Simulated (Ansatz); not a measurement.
ZnAg (CsCl type)

```
ZnAg
1.0
    3.07686     0.00000     0.00000
    0.00000     3.07686     0.00000
    0.00000     0.00000     3.07686
Zn Ag
1 1
Direct
  0.50000   0.50000   0.50000
  0.00000   0.00000   0.00000
```

The slice is a {100} plane (indices of the conventional cell) through the point (0.500, 0.500, 0.500) (fractional), spanned by u = [100] and v = [010] in vectors of this cell: u (3.08 Å) and v (3.08 Å, at 90° to u). It covers one period; positions are fractions (u, v).

The numbers are results of LDA (plane waves to 420 eV, PAW, scalar-relativistic; Ansatz, a quantum-chemistry and plane-wave program), not measurements. k mesh 15×15×15. These are valence fields of a PAW run, semicore shells included where kept as valence: close to a nucleus they are smooth pseudo fields. ZnAg was relaxed with its symmetry unable to fall.

Q: Sketch the valence electron density on this plane as a map.

A: 
```
|998753211000000011235789|
|887643211000000011234678|
|776543210000000001234567|
|554432110000000001123445|
|433321100000000000112333|
|222211000000000000011222|
|111110000000000000001111|
|111000000000000000000011|
|000000000000000000000000|
|000000000000000000000000|
|000000000000000000000000|
|000000000000000000000000|
|000000000000000000000000|
|000000000000000000000000|
|000000000000000000000000|
|111000000000000000000011|
|111110000000000000001111|
|222211000000000000011222|
|433321100000000000112333|
|554432110000000001123445|
|776543210000000001234567|
|887643211000000011234678|
|998753211000000011235789|
|998754211000000011245789|
```
Scale: ten equal steps from -0.81 (start of '0') to 1.66 (end of '9'), in the order '0123456789'. Values: log₁₀ of the valence density in e/Å³. The map has 24 points along u (one character each, u = 0 at the left) and 24 along v (v = 0 in the bottom row). The scale is logarithmic, as a density can span decades between atoms and voids.
